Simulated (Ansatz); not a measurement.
The end point of a relaxation of MgO. Space group P6₃/mmc (No. 194). All values below come from PBEsol (plane waves to 420 eV, PAW, scalar-relativistic; Ansatz, a quantum-chemistry and plane-wave program).

```xyz
4
Lattice="3.4939 0.0000 0.0000 -1.7470 3.0258 0.0000 0.0000 0.0000 4.1941" Properties=species:S:1:pos:R:3 pbc="T T T"
Mg     0.0000     2.0172     1.0485
Mg     1.7470     1.0086     3.1456
O      0.0000     2.0172     3.1456
O      1.7470     1.0086     1.0485
```

Question: What is the computed band gap (PBEsol)?

Answer: 3.27 eV, direct at Γ (no spin-orbit coupling).

No spin polarisation in the result.

The run could not lose the symmetry of its start.

All atoms sit on sites fixed by symmetry, so only the cell could relax.

The first start was generated by placing the elements on the sites of a structure type. Materials Project lists a structure of MgO in the same space group, P6₃/mmc (No. 194); the sites were not compared with it, nor with measured phases. Known forms of MgO include space group No. 225.
